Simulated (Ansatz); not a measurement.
W2N3:
```
CELL_PARAMETERS angstrom
      2.89019     0.00000     0.00000
     -1.44510     2.50298     0.00000
      0.00000     0.00000    15.50787
ATOMIC_POSITIONS crystal
  W  0.66667 0.33333 0.15594
  W  0.33333 0.66667 0.84406
  W  0.33333 0.66667 0.65594
  W  0.66667 0.33333 0.34406
  N  0.66667 0.33333 0.91540
  N  0.33333 0.66667 0.08460
  N  0.33333 0.66667 0.41540
  N  0.66667 0.33333 0.58460
  N  0.66667 0.33333 0.75000
  N  0.33333 0.66667 0.25000
```

Relaxed with r²SCAN+D4. Special points in fractions of this cell's reciprocal vectors: Γ (0.000, 0.000, 0.000); M (0.500, 0.000, 0.000); K (0.333, 0.333, 0.000); A (0.000, 0.000, 0.500); L (0.500, 0.000, 0.500); H (0.333, 0.333, 0.500).

Q: List the band energies nearest the Fermi level at these points for r²SCAN+D4 with spin–orbit coupling in the plane-wave PAW code Ansatz.

A: In eV from the Fermi level; about four levels below and three above (degenerate sets whole), none deeper than 8.9 eV; points with the same levels are listed once.

```tsv
k	below	above
Γ	-2.94 -2.94 -2.15 -2.15	0.26 0.26 0.58 0.58 0.58 0.58
M	-0.39 -0.39 -0.26 -0.26	0.16 0.16 0.57 0.57
K	-0.98 -0.98 -0.52 -0.52	1.10 1.10 1.11 1.11
A	-2.56 -2.56 -2.56 -2.56	0.50 0.50 0.50 0.50
L	-0.34 -0.34 -0.34 -0.34	0.39 0.39 0.39 0.39
H	-0.97 -0.97 -0.52 -0.52	1.11 1.11 1.11 1.11
```

Space group P6_3/mmc. The first step of the workflow began from a Materials Project structure, measured or hypothetical; the Crystallography Open Database copy checked does not list it. Whether it is the stable phase at ambient conditions was not checked. The r²SCAN+D4 relaxation kept the symmetry of its start; its stability against distortions is not shown here. No spin polarisation was allowed.

Potentials: the later of the program's two PAW sets.
